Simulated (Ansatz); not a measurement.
**PbSe with Te replacing Se: gradients before and after relaxing the atoms**

Start: a supercell of PbSe (rock salt type, Fm-3m) built from an entry of the Crystallography Open Database (COD), with all atoms left at the host's positions.

```cif
data_TePb27Se26
_symmetry_space_group_name_H-M 'Fm-3m'
_symmetry_Int_Tables_number 225
_cell_length_a 18.3639
_cell_length_b 18.3639
_cell_length_c 18.3639
_cell_angle_alpha 90.000
_cell_angle_beta 90.000
_cell_angle_gamma 90.000
loop_
_atom_site_label
_atom_site_type_symbol
_atom_site_symmetry_multiplicity
_atom_site_Wyckoff_symbol
_atom_site_fract_x
_atom_site_fract_y
_atom_site_fract_z
Pb1 Pb 32 f 0.3333 0.8333 0.8333
Pb2 Pb 24 e 0.5000 0.0000 0.8333
Pb6 Pb 48 h 0.8333 0.1667 0.0000
Pb27 Pb 4 a 0.0000 0.5000 0.5000
Te Te 4 b 0.5000 0.0000 0.0000
Se29 Se 48 i 0.6667 0.1667 0.0000
Se32 Se 32 f 0.8333 0.1667 0.1667
Se42 Se 24 e 0.0000 0.5000 0.3333
```

One atom of each set is listed; the run and its k-mesh use a cell of 54 atoms with edges of 12.99, 12.99, 12.99 Å.

All values are calculated (Ansatz; DFT, PBE, plane waves and PAW, scalar-relativistic, 420 eV cutoff, Γ-centred 2×2×2 k-points, Fermi–Dirac smearing 0.01 eV), not measured.

The largest force at the start is 0.56 eV/Å. Relaxing the ions at fixed cell moves them by 0.091 Å at most (atom 5, Pb) and 0.033 Å rms.

```json
{"site": "Pb1", "moved (Å)": "0.000", "first shell before": "6 Se at 3.06 Å", "first shell after": "6 Se at 3.06 Å", "V_zz before (10²¹ V/m²)": "-0.033", "η before": "0.00"}
{"site": "Pb2", "moved (Å)": "0.091", "first shell before": "5 Se at 3.06 Å, 1 Te at 3.06 Å", "first shell after": "5 Se at 3.01–3.07 Å, 1 Te at 3.15 Å", "V_zz before (10²¹ V/m²)": "-7.01", "η before": "0.00"}
{"site": "Pb6", "moved (Å)": "0.003", "first shell before": "6 Se at 3.06 Å", "first shell after": "6 Se at 3.05–3.06 Å", "V_zz before (10²¹ V/m²)": "0.13", "η before": "0.04"}
{"site": "Te", "moved (Å)": "0.000", "first shell before": "6 Pb at 3.06 Å", "first shell after": "6 Pb at 3.15 Å", "V_zz before (10²¹ V/m²)": "0.00", "η before": "–"}
{"site": "Se29", "moved (Å)": "0.005", "first shell before": "6 Pb at 3.06 Å", "first shell after": "6 Pb at 3.05–3.07 Å", "V_zz before (10²¹ V/m²)": "0.33", "η before": "0.03"}
{"site": "Se32", "moved (Å)": "0.001", "first shell before": "6 Pb at 3.06 Å", "first shell after": "6 Pb at 3.06 Å", "V_zz before (10²¹ V/m²)": "-0.042", "η before": "0.00"}
{"site": "Se42", "moved (Å)": "0.037", "first shell before": "6 Pb at 3.06 Å", "first shell after": "6 Pb at 3.01–3.06 Å", "V_zz before (10²¹ V/m²)": "-0.44", "η before": "0.00"}
```

Q: How do the gradients change?

A: 

| site | V_zz after | η after | change of V_zz |
| --- | --- | --- | --- |
| Pb1 | 0.094 | 0.00 | +0.13 |
| Pb2 | -8.73 | 0.00 | -1.72 |
| Pb6 | -0.37 | 0.23 | – |
| Te | 0.00 | – | 0.00 |
| Se29 | 1.12 | 0.86 | – |
| Se32 | -0.15 | 0.00 | -0.11 |
| Se42 | 0.24 | 0.00 | +0.68 |

The largest change of V_zz along a kept axis is on Pb2, from -7.01 to -8.73. Small gradients that grow severalfold: Se29 (0.33 to 1.12). In per cent, |V_zz| changes by +25 on Pb (all sites that start above 0.5). V_zz changes sign on Se42 (same axis), Pb1 (same axis). On Se29, Pb6 the largest principal value lies along another axis in the second run, so the two V_zz can't be compared directly. Other sites without a gradient aren't listed.

The defect repeats with the cell of 54 atoms, so it feels its images: sites between two images don't show the values beside a lone defect, and zeros or small values of η there can come from the images' arrangement. Spin–orbit coupling is left out, which shifts gradients on Pb by a few per cent in wide-gap crystals, and can shift them far more where the calculated gap is small or absent, as here. With a gap of 0.3 eV on this mesh, small gradients can still move by 0.1 × 10²¹ V/m² or more as the k-mesh gets denser.
Before: The neighbours have not yet relaxed around the defect (largest force 0.56 eV/Å), and relaxing can change the values around it severalfold.
After: The relaxation keeps the site symmetry m-3m of the start, so the impurity can't leave its site; a start off the site could end lower.
